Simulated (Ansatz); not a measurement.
# Computed properties of HfH$_{2}$

```xyz
3
Lattice="-1.7390 1.7390 2.1805 1.7390 -1.7390 2.1805 1.7390 1.7390 -2.1805" Properties=species:S:1:pos:R:3 pbc="T T T"
Hf    0.0000    0.0000    0.0000
H     0.0000    1.7390    1.0902
H     1.7390    0.0000    1.0902
```

Atoms are numbered in the order listed.

The cell comes from COD entry 2310961, which wasn't checked; take it as a given geometry.

Spin–orbit coupling is left out, though it moves levels of the heavy atoms by tenths of an eV or more.

Methods: DFT, LDA, all-electron LAPW, scalar-relativistic (Ansatz 0.2.0); DFT, LDA, PAW with Ansatz's default frozen-core files, scalar-relativistic (Ansatz 0.2.0).

For LAPW: a Γ-centred 12×12×12 k mesh, Fermi–Dirac smearing of 0.03 eV, basis error target 0.5 meV/atom, no spin polarisation. PAW takes a cutoff of 420 eV at this cell (files made with PBE, cores remade for this functional). The Ansatz runs share mesh, smearing and spin set-up. Values come from LAPW unless marked.

```json
{"Pressure at this cell": "-8.36 GPa", "Band gap": "none: bands cross the Fermi level, a metal", "Stress xx, yy, zz (compression positive)": "-8.00, -8.00, -9.07 GPa", "Density of states at the Fermi level (0.2 eV bin)": "0.44 states/eV per cell", "Löwdin charges (with 0.05 e of the cell spilling out of the atomic basis, so their sizes and signs hang on that basis)": "Hf1 0.26, H2 -0.11 e", "Bader charges (from the PAW run)": "Hf1 +1.41, H2 -0.70 e", "Volume per atom": "8.79 Å³"}
```
